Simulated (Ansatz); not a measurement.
Γ-surface in C

All numbers below come from DFT PBEsol, scalar-relativistic, plane waves, PAW (Ansatz). Cutoff 420 eV, Γ-centred 15×15×3 k-points, Gaussian smearing of 0.05 eV. No spin polarisation. Energies are free energies at this smearing, counted from the undisturbed cell; pressure is positive in compression.

Zero of the scan (relaxed at this level):

```yaml
crystal:
  lattice:
    - [-2.45891, 0.00000, 0.00000]
    - [-1.22946, -2.12948, 0.00000]
    - [0.00000, 0.00000, 10.79430]
  atoms:
    - { symbol: C, position: [0.66667, 0.66667, 0.16662] }
    - { symbol: C, position: [0.00000, 0.00000, 0.83329] }
    - { symbol: C, position: [0.33333, 0.33333, 0.49996] }
    - { symbol: C, position: [0.66667, 0.66667, 0.83334] }
    - { symbol: C, position: [0.00000, 0.00000, 0.50001] }
    - { symbol: C, position: [0.33333, 0.33333, 0.16668] }
```

The cell holds layers and no dispersion correction was added, so their binding is poorly described.

Vector c is tilted by p·a + q·b with the atoms' Cartesian places fixed: one unrelaxed fault a cell on a (0 0 1) plane of area 5.24 Å². Points are written (p, q).

Energy above the undisturbed cell in mJ/m² (a dash: not computed):

```csv
p \ q,0.000,0.167,0.333,0.500,0.667,0.833
0.000,0,?,13,18,13,?
0.167,?,16,29,29,16,?
0.333,13,29,?,29,13,6
0.500,18,29,29,18,8,8
0.667,13,16,13,8,7,8
0.833,?,?,6,8,8,6
```

**Question.** Fill in the withheld energies.

**Answer.** (0.000, 0.167): 4; (0.000, 0.833): 4; (0.167, 0.000): 4; (0.167, 0.833): 4; (0.333, 0.333): 36; (0.833, 0.000): 4; (0.833, 0.167): 4.

Cost: 10 runs of about 2.1 core-minutes in all, on Arm Neoverse V2 (shared hosts).